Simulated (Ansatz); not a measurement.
Relaxed candidate structures of TiS₂:

A. Pn-3m, origin choice 1 (No. 224), cP6, AFLOW prototype A2B_cP6_224_b_a (C3, as in Cu2O); a = 5.1867 Å, b = 5.1867 Å, c = 5.1867 Å, α = 90.00°, β = 90.00°, γ = 90.00°; S 4c (0.750, 0.750, 0.750); Ti 2a (0.000, 0.000, 0.000)

B. P4/mmm (No. 123), tP3; a = b = 3.445 Å, c = 4.600 Å, α = β = γ = 90.00°; S 1b (0.000, 0.000, 0.500); S 1c (0.500, 0.500, 0.000); Ti 1d (0.500, 0.500, 0.500)

C. Im-3m (No. 229), cI18; a = 9.115 Å, b = 9.115 Å, c = 9.115 Å, α = 90.00°, β = 90.00°, γ = 90.00°; S 12d (0.000, 0.250, 0.500); Ti 6b (0.000, 0.000, 0.500)

Task: Rank these by energy per atom (lowest first), as PBEsol (plane waves to 420 eV, PAW, scalar-relativistic; Ansatz, an electronic-structure program) gives it.

Result: B (reference), A (+0.12 eV/atom), C (+0.57 eV/atom)

Task: Give each candidate's band gap.

Result: No gap: B, C. A: 0.49 eV (no spin-orbit coupling).

The lowest structure calculated, P-3m1, hP3, CdI2 type, is not among these; it lies 0.35 eV/atom below the lowest of them. 2 runs with a doubtful electronic state, a coarser numerical grid, an end not at rest or a source that can't be used are left out. Each run could gain symmetry but not lose that of its start, so entries can be saddle points. All of these are generated cells (placed on structure types, drawn at random, substituted or restacked) that were not matched to a known phase here. Static energies at zero pressure. Each cell has its own k-point mesh; energy differences are given only to the digits this allows. No spin polarisation in the result.
